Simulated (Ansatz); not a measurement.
One crystal and one scan (energy over volume and axial ratio) at two levels, PBE (plane waves to 420 eV, PAW, scalar-relativistic; Ansatz, an electronic-structure program) and r2SCAN (plane waves to 500 eV, PAW, scalar-relativistic; Ansatz), each from its own relaxed cell and on its own mesh. The cell shown is that of PBE.

AlNi3 (Cu3Au type)

```xyz
4
Lattice="3.5668 0.0000 0.0000 0.0000 3.5668 0.0000 0.0000 0.0000 3.5668" Properties=species:S:1:pos:R:3 pbc="T T T"
Al     0.0000     0.0000     0.0000
Ni     0.0000     1.7834     1.7834
Ni     1.7834     0.0000     1.7834
Ni     1.7834     1.7834     0.0000
```

Grid over V/V₀ and (c/a)/(c/a)₀, subscript 0 meaning the relaxed cell; the conventional c axis lies along z; no internal relaxation.

E stands for the smeared free energy. AlNi3 was relaxed with its symmetry unable to fall. Relaxed AlNi3 ends ferromagnetic. Other magnetic orders were not checked, so this need not be the ground state. (PBE) Relaxed AlNi3 ends ferromagnetic. (r2SCAN) Relaxed AlNi3 ends ferromagnetic. With partly filled bands, the response to shear is sensitive to the k mesh, so small differences along c/a are uncertain. Percentages come from the unrounded values. Both scans cover V/V₀ from 0.920 to 1.080 and (c/a)/(c/a)₀ from 0.960 to 1.040.

Results of PBE:

```
Quantity                                                     Result
-----------------------------------------------------------  ------
Lattice constant a (Å)                                        3.567
Magnetic moment of the relaxed cell (μB/cell)                  0.72
Shear modulus C′ = (C11 − C12)/2 (fit, atoms clamped) (GPa)      47
```

### Question
What does r2SCAN give for the same quantities?

### Answer
| quantity | r2SCAN | PBE − r2SCAN |
|---|---|---|
| Lattice constant a (Å) | 3.526 | +0.041 (+1.2 %) |
| Magnetic moment of the relaxed cell (μB/cell) | 0.89 | -0.17 (-19 %) |
| Shear modulus C′ = (C11 − C12)/2 (fit, atoms clamped) (GPa) | 55 | -8 (-13 %) |

PBE gives the higher value for: lattice constant a. PBE gives the lower value for: magnetic moment of the relaxed cell; shear modulus C′.

(Under strain, the slope of the energy per volume gives the stress and its curvature an elastic modulus.)
